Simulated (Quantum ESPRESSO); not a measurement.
## Calculated data, AlGe6N (made-up cell)

All values are calculated (Quantum ESPRESSO 7.5). Calculation on a made-up crystal cell, not a measurement: periodic Kohn-Sham density functional theory in plane waves with PseudoDojo standard norm-conserving scalar-relativistic pseudopotentials, each functional with its own files (v0.5 for PBE, v0.4.1 for LDA and PBEsol), no spin polarisation, no spin-orbit coupling, atoms not relaxed, stress positive in tension, energies less a fixed whole-eV offset for each atom's element; levels are Kohn-Sham levels at fractions of this cell's reciprocal vectors, counted from the reference band (half the neutral cell's valence electrons, rounded up) at Gamma; error bars cover cutoff and k-mesh only, not smearing or the files; added strain carries the atoms with the cell, and shear is the tensor component; each bar is the largest change over components, and at least 0.002 eV, 0.002 eV per angstrom or 0.02 GPa; energies are for the whole cell, and the offsets were chosen from early runs and are not element reference energies.

Settings shared by all entries: lattice type zincblende/diamond; functional pbe; cutoff 1143 eV; fermi dirac smearing 0.1 eV; scf tolerance 1e-07 eV; electrons removed 0; added strain kind uniform; k mesh 6 x 6 x 6, shifted by half a step.

(1) AlGe6N (made-up cell)

Unstrained structure:
```
AlGe6N
1.0
      5.9654    -0.1007    -0.0366
     -0.1007     5.9548     0.0806
     -0.0366     0.0806     5.8371
Ge Al Ge N Ge
1 1 4 1 1
Direct
  -0.01886 0.00607 -0.00049
  0.02027 0.50624 0.51432
  0.49526 0.01750 0.49975
  0.49218 0.51201 0.01539
  0.24574 0.25621 0.24921
  0.22819 0.73427 0.74396
  0.74395 0.25478 0.76262
  0.74585 0.75687 0.24452
```

| Quantity | Value |
| --- | --- |
| added strain | 0.0086 |
| structure shown | before the added strain of 0.0086 |
| free energy less offsets | 2.968 eV |
| smearing term minus ts | -0.07621 eV |
| scf iterations | 11 |
| pressure | -7.282 GPa |
| stress xx | 7.997 GPa |
| stress yy | 7.41 GPa |
| stress zz | 6.439 GPa |
| stress yz | -0.5256 GPa |
| stress xz | -0.979 GPa |
| stress xy | -2.28 GPa |
| fermi level | -0.1154 eV |
| reference band | 46 |
| error bar energy | 0.002301 eV |
| error bar stress | 0.02 GPa |
| error bar force | 0.005807 eV/Å |
| error bar next band up | 0.002 eV |
| error bar fermi level | 0.01153 eV |
| error bars from | tighter rerun of a related cell |

Atoms:
```tsv
atoms element	atom site	atom energy offset (eV)
Ge	1	-2430
Al	2	-64
Ge	3	-2430
Ge	4	-2430
Ge	5	-2430
Ge	6	-2430
N	7	-283
Ge	8	-2430
```

Forces:
```tsv
site	x (eV/Å)	y (eV/Å)	z (eV/Å)
1	-0.2268	0.828	-1.148
2	-2.38	-1.823	-1
3	0.6723	-0.07245	0.8813
4	0.2436	-0.433	-1.015
5	-0.3391	0.03023	0.1768
6	1.494	1.873	1.454
7	0.3906	-0.2557	-0.3574
8	0.1451	-0.1467	1.009
```

Levels:
```tsv
level k point	next band up (eV)
Gamma	0.06309
(1/2,1/2,1/2)	-0.1721
(0.15,0,0)	0.09903
(0,0.15,0)	0.06403
(0,0,0.15)	0.06089
```

(2) AlGe6N (made-up cell)

Structure as in entry 1.

| Quantity | Value |
| --- | --- |
| added strain | 0.0168 |
| structure shown | before the added strain of 0.0168 |
| stress yz | ? |
| stress zz | ? |
| pressure | ? |
| stress xz | ? |

Atoms:
```tsv
atoms element	atom site	atom energy offset (eV)
Ge	1	-2430
Al	2	-64
Ge	3	-2430
Ge	4	-2430
Ge	5	-2430
Ge	6	-2430
N	7	-283
Ge	8	-2430
```

## Withheld values
1. What stress yz does the calculation give for AlGe6N (made-up cell) (entry 2)?
2. Estimate the stress zz of AlGe6N (made-up cell) (entry 2).
3. Estimate the pressure of AlGe6N (made-up cell) (entry 2).
4. Estimate the stress xz of AlGe6N (made-up cell) (entry 2).
5. Give the table of forces values for AlGe6N (made-up cell) (entry 2).

Calculated values
1. -0.4886 GPa
2. 6.986 GPa
3. -7.797 GPa
4. -0.8476 GPa
5. 
Forces:
```tsv
site	x (eV/Å)	y (eV/Å)	z (eV/Å)
1	-0.2328	0.7808	-1.071
2	-2.233	-1.705	-0.9352
3	0.617	-0.06678	0.8269
4	0.2066	-0.3988	-0.9387
5	-0.3021	0.03692	0.1706
6	1.417	1.755	1.365
7	0.3878	-0.2643	-0.3461
8	0.139	-0.1376	0.9291
```

Further results for AlGe6N (made-up cell) (entry 2):

| Item | Value |
| --- | --- |
| free energy less offsets | 3.214 eV |
| smearing term minus ts | -0.07957 eV |
| scf iterations | 12 |
| stress xx | 8.477 GPa |
| stress yy | 7.927 GPa |
| stress xy | -2.064 GPa |
| fermi level | -0.1159 eV |
| reference band | 46 |
| error bar energy | 0.002301 eV |
| error bar stress | 0.02 GPa |
| error bar force | 0.005807 eV/Å |
| error bar next band up | 0.002 eV |
| error bar fermi level | 0.01153 eV |
| error bars from | tighter rerun of a related cell |

Levels:
```tsv
level k point	next band up (eV)
Gamma	0.06432
(1/2,1/2,1/2)	-0.1871
(0.15,0,0)	0.1027
(0,0.15,0)	0.06898
(0,0,0.15)	0.06723
```
